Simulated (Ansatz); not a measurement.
One crystal and one scan (energy over volume and axial ratio) at two levels, PBE (plane waves to 420 eV, PAW, scalar-relativistic; Ansatz, a program for electronic structure) and PBEsol (plane waves to 420 eV, PAW, scalar-relativistic; Ansatz), each from its own relaxed cell and on its own mesh. The cell shown is that of PBE.

Pd (fcc, Cu type)

```
Pd
1.0
    0.00000     1.97130     1.97130
    1.97130     0.00000     1.97130
    1.97130     1.97130     0.00000
Pd
1
Direct
  0.00000   0.00000   0.00000
```

The relaxed cell is deformed in two ways at once: its volume V is scaled, and at that volume it is stretched along z (the c axis of the conventional cell) so that c/a changes. Fractional atomic positions are held.

Energies are smeared free energies. Pd is run without spin polarisation. Pd was relaxed with its symmetry unable to fall. The PAW data are Ansatz's earlier set. With partly filled bands, the response to shear is sensitive to the k mesh, so small differences along c/a are uncertain. Percentages come from the unrounded values. Both scans cover V/V₀ from 0.920 to 1.080 and (c/a)/(c/a)₀ from 0.960 to 1.040.

Results of PBE:

```
Property                                                     Result
-----------------------------------------------------------  ------
Lattice constant a (Å)                                        3.943
Shear modulus C′ = (C11 − C12)/2 (fit, atoms clamped) (GPa)      24
```

Q: What does PBEsol give for the same quantities?

A: 
```csv
quantity,PBEsol,PBE − PBEsol
Lattice constant a (Å),3.876,+0.067 (+1.7 %)
"Shear modulus C′ = (C11 − C12)/2 (fit, atoms clamped) (GPa)",32,-8 (-23 %)
```

PBE gives the higher value for: lattice constant a. PBE gives the lower value for: shear modulus C′. Neither level is exact: the differences show how much the result hangs on the functional.

(Under strain, the slope of the energy per volume gives the stress and its curvature an elastic modulus.)
